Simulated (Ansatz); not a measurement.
NaH:
```xyz
2
Lattice="0.0000 2.3972 2.3972 2.3972 0.0000 2.3972 2.3972 2.3972 0.0000" Properties=species:S:1:pos:R:3 pbc="T T T"
Na     0.0000     0.0000     0.0000
H      2.3972     2.3972     2.3972
```

Relaxed with r²SCAN. r²SCAN in the plane-wave PAW code Ansatz gives a gap of 4.40 eV.

Question: What gap does HSE06 give on the same cell (Ansatz, PAW)?

Answer: 4.85 eV, 0.45 eV more. The hybrid was solved on a coarser mesh and at special points; its gap is the smallest among all of these.

```tsv
k	v1 r²SCAN	c1 r²SCAN	v1 HSE06	c1 HSE06
Γ	-3.64	11.63	?	?
X	-0.17	5.22	?	?
L	-0.86	4.40	-0.96	4.85
W	0.00	6.68	?	?
K	-0.11	5.95	?	?
```

Question: Top valence (v1) and lowest conduction level (c1) in eV from each method's valence maximum (which need not be a listed point): supply the withheld HSE06 values.

Answer: 
- Γ, v1 HSE06: -4.01
- Γ, c1 HSE06: 12.21
- W, v1 HSE06: 0.00
- W, c1 HSE06: 7.20
- K, v1 HSE06: -0.13
- K, c1 HSE06: 6.46
- X, v1 HSE06: -0.19
- X, c1 HSE06: 5.72

Cost on shared cores: the r²SCAN run (SCF on a 10×10×10 mesh, then bands and DOS) very roughly 6 core-seconds, the HSE06 run (SCF on 7×7×7, then a few points) very roughly 29 core-seconds; the tasks are unlike.

Space group Fm-3m (rock salt). Symmetry was held in the r²SCAN relaxation; phonons on a q-mesh show no instability.

Potentials: the later of the program's two PAW sets.
